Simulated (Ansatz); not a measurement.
Level of theory: DFT, LDA (PW92), plane waves (420 eV) with PAW, scalar-relativistic (Ansatz 0.2.0). The PAW files were generated under PBE, with cores re-solved for the functional.

An element in the omega (AlB2-type) structure gives this curve. The cell is scaled uniformly from the relaxed one, with fractional coordinates and shape fixed. Energies are extrapolated to zero smearing, pressures are those at the given smearing. Magnetic state: spin not included.

```
V (Å³/atom)  E − E₀ (meV/atom)  P (GPa)
     12.384              334.5    72.13
     12.947              136.0    42.45
     13.510               30.8    18.81
     14.073               -0.1    -0.03
     14.636               28.2   -15.01
     15.199              103.5   -26.89
     15.762              216.1   -36.26
```

Q: Which element is it?
A. silver
B. platinum
C. vanadium
D. osmium

A: D. Its fit is V₀ = 14.06 Å³/atom, B₀ = 420 GPa, B₀′ = 4.7.
